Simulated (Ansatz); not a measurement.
Relaxed polymorphs of Ba. Calculation: r2SCAN (plane waves to 500 eV, PAW, scalar-relativistic; Ansatz, a first-principles code). One row is withheld; estimate it from its structure type, its coordination and the trend of the others.

```tsv
structure	coordination	E − E(first row) (eV/atom)	V (Å³/atom)
Im-3m, cI2, bcc (W type)	Ba 8 (cubic)+6	0.00	65.13
I4₁/amd, tI4, AFLOW prototype A_tI4_141_a (A5, as in Sn)	–	0.13	59.88
Fm-3m, cF4, fcc (Cu type)	Ba 12 (cuboctahedral)	0.03	67.23
Fm-3m, cF12	–	0.51	80.37
Pm-3n, cP8	–	0.05	66.81
Pm-3m, cP1, simple cubic type	Ba 6 (octahedral)+12	___	___
R-3m, hR4	–	0.09	65.93
P6₃/mmc, hP2, hcp (Mg type)	Ba 12 (anticuboctahedral)	0.03	66.22
```

### Question
Complete the blanks.

### Answer

- Pm-3m, cP1, simple cubic type, E − E(first row) (eV/atom): 0.24
- Pm-3m, cP1, simple cubic type, V (Å³/atom): 59.70

The withheld cell: Pm-3m (No. 221), cP1, simple cubic type; a = b = c = 3.9083 Å, α = β = γ = 90.00°; Ba 1a (0.000, 0.000, 0.000). Coordination numbers (neighbours up to the widest gap in distance over summed covalent radii, below 1.35; n+m marks a second, longer set).

Probably no minimum, since a slightly shaken restart fell lower: Pm-3m, cP1, simple cubic type (by 0.24 eV/atom, to Im-3m); P6₃/mmc, hP2, hcp (Mg type) (by 0.03 eV/atom, to Im-3m). 2 runs with a doubtful electronic state, a coarser numerical grid, an end not at rest or a source that can't be used are left out. Each run could gain symmetry but not lose that of its start, so entries can be saddle points. From databases, or of a type measured for this composition: Im-3m, cI2, bcc (W type); P6₃/mmc, hP2, hcp (Mg type); the others are generated cells (placed on structure types, drawn at random, substituted or restacked) that were not matched to a known phase here. Static energies at zero pressure. Each cell has its own k-point mesh; energy differences are given only to the digits this allows. No spin polarisation in the result.
